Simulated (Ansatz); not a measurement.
In plane-wave PAW PBEsol (Ansatz code), Pd in the diamond structure (Fd-3m) relaxes to a = 5.684 Å. Pd has 4 nearest neighbours from 2.46 Å (tetrahedral).

Electronic character: metallic (no gap). Gap from PBEsol with spin–orbit coupling: none (metallic).

An equation-of-state fit gives a bulk modulus of 83.9 GPa. The relaxed-ion elastic constants in GPa are C11 = 58.5, C12 = 96.9, C44 = -26.6. The highest mode at Γ lies at 210 cm⁻¹.

The start of the workflow was typed in or built on a structure type; neither database checked (COD, Materials Project) lists it. It is not the phase usual at ambient conditions (space group No. 225). The PBEsol relaxation kept the symmetry of its start. At this level the phase is mechanically unstable. The run is not spin-polarised. As this level gives no gap, shear constants depend on the k-mesh and smearing (Fermi–Dirac, 0.1 eV here). As this level gives no gap, phonon frequencies hold no LO–TO term and depend on the k-mesh and smearing (Fermi–Dirac, 0.1 eV here). Spin–orbit coupling is left out wherever it is not named.

Potentials: the earlier of the program's two PAW sets. The files were generated under PBE; for other functionals the program regenerates the frozen cores, and for LDA and PBEsol the local potential too.
